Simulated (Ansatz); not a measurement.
An Ansatz (a program for electronic structure) run. Input:

Ansatz 0.2 input:
```yaml
crystal:
  lattice:
    - [0.0, 2.6905791569, 2.6905791569]
    - [2.6905791569, 0.0, 2.6905791569]
    - [2.6905791569, 2.6905791569, 0.0]
  atoms:
    - { symbol: P, position: [0.0, 0.0, 0.0] }
    - { symbol: P, position: [0.25, 0.25, 0.25] }
kpoints:
  mp_grid: { grid: [27, 27, 27] }
hamiltonian:
  xc: pbesol
  pseudopotentials: { azcp: { folder: ./paw }, kind: paw }
scf:
  occupations: { method: fermi_dirac, width: 0.1 }
elastic: { mode: relaxed_ion, stencil: two_point, amplitude: 0.005, f_tol: 0.0005 }
```

Output (shortened):

```
Pseudopotential: P, paw, valence charge 5
Functional definition: PBEsol
Crystal: 2 atoms, lattice volume = 38.955 Å³
Basis set: ecut = 420 eV, 749 PW (Γ), exchange–correlation on 54×54×54 points (8 copies of the dense FFT grid, shifted against one another)
Bands: 9, of which v1, the nominal top of the filled ones, is band 5 counted from 1 (4 counted from 0)
Symmetry: 48 space group operations
Space group: Fd-3m (ITA 227), of the structure as read, at distance tolerance 3.4e-5 Å
k-points: 560 of 19683
SCF 1 converged in 8 iterations: F = -1479.034213 eV  dr2 = 3.18e-14
Crystal: 2 atoms, lattice volume = 38.761 Å³
Symmetry: 16 space group operations
k-points: 1470 of 19683
SCF 2 converged in 7 iterations: F = -1479.034226 eV  dr2 = 3.67e-15
Crystal: 2 atoms, lattice volume = 39.150 Å³
SCF 3 converged in 5 iterations: F = -1479.034200 eV  dr2 = 5.83e-14
Crystal: 2 atoms, lattice volume = 38.955 Å³
Symmetry: 8 space group operations
k-points: 2744 of 19683
SCF 4 converged in 8 iterations: F = -1479.034380 eV  dr2 = 1.90e-14
relax step   1: F+E_penalty+E_count = -1479.03438002 eV  Δ(F+E_penalty+E_count) = +0.000e0 eV  max|allowed force component| = 1.280e-2 eV/Å  Δτ_max = 0.0000 Å  (8 SCF iters, accepted)
Crystal: 2 atoms, lattice volume = 38.955 Å³
SCF 5 converged in 9 iterations: F = -1479.034388 eV  dr2 = 4.01e-19
relax step   2: F+E_penalty+E_count = -1479.03438805 eV  Δ(F+E_penalty+E_count) = -8.033e-6 eV  max|allowed force component| = 1.086e-2 eV/Å  Δτ_max = 0.0003 Å  (9 SCF iters, accepted)
Crystal: 2 atoms, lattice volume = 38.955 Å³
SCF 6 converged in 6 iterations: F = -1479.034409 eV  dr2 = 6.11e-14
relax step   3: F+E_penalty+E_count = -1479.03440866 eV  Δ(F+E_penalty+E_count) = -2.061e-5 eV  max|allowed force component| = 9.877e-6 eV/Å  Δτ_max = 0.0019 Å  (6 SCF iters, accepted)
Crystal: 2 atoms, lattice volume = 38.955 Å³
SCF 7 converged in 8 iterations: F = -1479.034409 eV  dr2 = 6.00e-19
Crystal: 2 atoms, lattice volume = 38.955 Å³
SCF 8 converged in 8 iterations: F = -1479.034380 eV  dr2 = 1.83e-14
relax step   1: F+E_penalty+E_count = -1479.03438002 eV  Δ(F+E_penalty+E_count) = +0.000e0 eV  max|allowed force component| = 1.280e-2 eV/Å  Δτ_max = 0.0000 Å  (8 SCF iters, accepted)
Crystal: 2 atoms, lattice volume = 38.955 Å³
SCF 9 converged in 6 iterations: F = -1479.034409 eV  dr2 = 1.90e-14
relax step   2: F+E_penalty+E_count = -1479.03440866 eV  Δ(F+E_penalty+E_count) = -2.864e-5 eV  max|allowed force component| = 1.775e-6 eV/Å  Δτ_max = 0.0022 Å  (6 SCF iters, accepted)
Crystal: 2 atoms, lattice volume = 38.955 Å³
SCF 10 converged in 8 iterations: F = -1479.034409 eV  dr2 = 2.41e-17
SCF converged after 8 iterations
Free energy (F): -1479.034213 eV
Harris-Foulkes:  -1479.034213 eV  (|F-HF|=4.55e-13)
Internal energy: -1478.997778 eV  (E = F + TS)
E sigma→0 (E₀):  -1479.015996 eV
Entropy (-TS):   -0.036435 eV (-18.218 meV/atom)
Fermi energy:    7.498171 eV
--- Per-component energies (eV) ---
  E_band       = 6.478792
  E_kinetic    = 135.146996
  E_local      = -121.774257  (includes V_loc(G=0)·N_el)
  E_nonlocal   = 65.556337
  E_hartree    = 31.757378
  E_xc         = -143.175493
  E_vxc        = -120.674048  (∫ρ·V_xc dr)
  E_paw        = -1086.232506  (= ΣΔE_a)
  E_vpaw       = -15.290993  (= ΣTr[D̂ρ^β])
  E_aug_tail   = -0.000001  (compensation charges beyond the density's cutoff)
  E_ewald      = -360.368426
  E_core_change = 0.092192  (= ΣΔE_core)
  E_smearing   = -0.036435  (= −TS)
  E_closure    = 0.000000  (closes the sum)
  Σ components = -1479.034213   (vs F -1479.034213, Δ=0.00e0)
--- Forces (eV/Å), atoms counted from 1 ---
  atom   1  P      0.00000000     0.00000000     0.00000000
  atom   2  P      0.00000000     0.00000000     0.00000000
  max |Σ_I F_I| component: 2.96e-16 eV/Å
--- Stress (GPa, compression-positive) ---
       -0.009910       0.000000       0.000000
        0.000000      -0.009910       0.000000
        0.000000       0.000000      -0.009910
  P = ⅓ Tr σ = -0.0099 GPa (-0.099 kbar)
--- Band table (eV; the first three rows and the last of 560) ---
  k-point 0: bands = ["-7.9736", "4.2982", "4.2982", "4.2982", "4.5087", "7.4828", "7.4828", "7.4828", "13.3979"]
  k-point 1: bands = ["-7.9570", "3.7578", "4.2743", "4.2743", "4.9822", "7.5191", "7.5191", "7.5259", "13.4682"]
  k-point 2: bands = ["-7.9075", "3.0942", "4.2070", "4.2070", "5.4237", "7.6218", "7.6218", "7.6812", "13.6701"]
  k-point 559: bands = ["-4.2841", "-3.9672", "1.0850", "1.3034", "8.8766", "9.3169", "9.9205", "9.9869", "14.7645"]
--- Elastic constants: 2 strain directions × 2 members + reference (group order 48) ---
  dense FFT box of the reference and of every strained cell: 27×27×27
  strains applied: 11, 23; error gains: componentwise 1.00 (the most a stress slope's error grows in a printed constant), spectral 1.73 (1 for all six strains …
  C = ∂σ_k/∂η_j (tension-positive GPa; Voigt order 11 22 33 23 13 12):
         0.177     72.521     72.521      0.000      0.000      0.000
        72.521      0.177     72.521      0.000      0.000      0.000
        72.521     72.521      0.177      0.000      0.000      0.000
         0.000      0.000      0.000    -64.152      0.000      0.000
         0.000      0.000      0.000      0.000    -64.152      0.000
         0.000      0.000      0.000      0.000      0.000    -64.152
  reference stress σ⁰ (GPa):      0.010      0.010      0.010      0.000      0.000      0.000
  moduli (Voigt/Reuss/Hill, GPa): K = 48.41/48.41/48.41   G = -52.96/-48.99/-50.98   E = -235.65   ν = 1.311
  mechanically stable: NO (min eigenvalue of sym C = -72.34 GPa)
  strain η (Voigt 11):  stress-route row diagonal C_11 = 0.18 GPa, energy-path curvature d²(F+E_count+ΔE)/dδ²/Ω₀ = 0.15 GPa
         δ    σ_11 (GPa)             F (eV)   n_scf  n_hpsi   n_pw
    -5.000e-3       0.0124       -1479.0342265       7  286137    773   relax 0 steps, max|allowed force component| 7.77e-16 eV/Å
     5.000e-3       0.0142       -1479.0341998       5  278537    781   relax 0 steps, max|allowed force component| 4.44e-16 eV/Å
  strain η (Voigt 23):  stress-route row diagonal C_44 = -64.15 GPa, energy-path curvature d²(F+E_count+ΔE)/dδ²/Ω₀ = -64.17 GPa
         δ    σ_23 (GPa)             F (eV)   n_scf  n_hpsi   n_pw
    -5.000e-3       0.3208       -1479.0344087       8  517690    775   relax 3 steps, max|allowed force component| 9.88e-6 eV/Å
     5.000e-3      -0.3208       -1479.0344087       8  519684    775   relax 2 steps, max|allowed force component| 1.78e-6 eV/Å
```

Cost: about 7 core-minutes (a rough figure) on shared cores.

The start of the workflow was typed in or built on a structure type; neither database checked (COD, Materials Project) lists it. It is not the phase usual at ambient conditions (space group No. 64). The cell was relaxed with PBEsol under the symmetry of its start. At this level the phase is mechanically unstable. As this level gives no gap, shear constants depend on the k-mesh and smearing (Fermi–Dirac, 0.1 eV here).

Potentials: the earlier of the program's two PAW sets. The files were generated under PBE; for other functionals the program regenerates the frozen cores, and for LDA and PBEsol the local potential too.

Ansatz is a plane-wave DFT program.
